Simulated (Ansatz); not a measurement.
## Computed properties of Sb

```
CELL_PARAMETERS angstrom
0.00000 2.30500 2.30500
2.30500 0.00000 2.30500
2.30500 2.30500 0.00000
ATOMIC_POSITIONS crystal
Sb 0.00000 0.00000 0.00000
```

The cell comes from COD entry 9013009, which wasn't checked; take it as a given geometry.

Spin–orbit coupling is left out, though it moves levels of the heavy atoms by tenths of an eV or more.

The calculation used Ansatz 0.2.0, DFT, PBEsol, all-electron LAPW, scalar-relativistic.

Settings: a Γ-centred 12×12×12 k mesh, Fermi–Dirac smearing of 0.05 eV, basis error target 1 meV/atom, no spin polarisation.

```json
{
  "Pressure at this cell": "5.17 GPa",
  "Band gap": "none: with an odd electron count and no spin polarisation the bands can't all be full, a metal in this set-up (spin order or a larger cell could open a gap)",
  "Density of states at the Fermi level (0.2 eV bin)": "0.67 states/eV per cell",
  "Volume per atom": "165.3 bohr³"
}
```
